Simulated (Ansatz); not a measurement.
CaMg2O3 (P-3m1) at 2 levels of theory

One geometry, relaxed with PBE; plane waves with PAW potentials in Ansatz, scalar-relativistic. No spin polarisation. Gaps are the least over mesh and band path; pressure is positive in compression.

```yaml
crystal:
  lattice:
    - [3.14880, 0.00000, 0.00000]
    - [-1.57440, 2.72694, 0.00000]
    - [0.00000, 0.00000, 7.73261]
  atoms:
    - { symbol: Ca, position: [0.00000, 0.00000, 0.00000] }
    - { symbol: Mg, position: [0.33333, 0.66667, 0.34362] }
    - { symbol: Mg, position: [0.66667, 0.33333, 0.65638] }
    - { symbol: O, position: [0.33333, 0.66667, 0.81167] }
    - { symbol: O, position: [0.66667, 0.33333, 0.18833] }
    - { symbol: O, position: [0.00000, 0.00000, 0.50000] }
```

```tsv
level	cutoff (eV)	k mesh	gap (eV)	pressure (GPa)
PBE	420	12×12×4	4.13	0.0
```

**Question.** What comes out on the same cell with r2SCAN?

**Answer.**
| level | cutoff (eV) | k mesh | gap (eV) | pressure (GPa) |
| --- | --- | --- | --- | --- |
| r2SCAN | 500 | 12×12×4 | 4.92 | -4.1 |

The structure comes from a generated guess; another structure or a mixture of phases may lie lower.
